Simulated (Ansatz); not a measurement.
A: Mg$_{3}$Sb$_{2}$ (A-La2O3 type, space group P-3m1), a = 4.5959 Å, b = 4.5959 Å, c = 7.2716 Å, α = 90.00°, β = 90.00°, γ = 120.00°
B: Ti (hcp, Mg type), a = 2.939 Å, b = 2.939 Å, c = 4.650 Å, α = 90.00°, β = 90.00°, γ = 120.00°
C: Se (trigonal-Se type, space group P3_121), a = b = 4.5345 Å, c = 5.0415 Å, α = β = 90.00°, γ = 120.00°

Scan: energy over volume and axial ratio (atoms clamped). One method and one kind of scan serve all of them; meshes and ranges differ. All were relaxed with their symmetry unable to fall. Spin-orbit coupling is left out. Ti is run without spin polarisation.

Put the candidates in order of modulus against c/a change at fixed volume, (3/4V)·∂²E/∂(ln c/a)² (fitted), lowest first, for PBE (plane waves to 420 eV, PAW, scalar-relativistic; Ansatz, a program for electronic structure).

C (19 GPa), A (33 GPa), B (58 GPa)

(A scan under strain: stresses follow from slopes of the energy per volume, elastic moduli from its curvatures.)
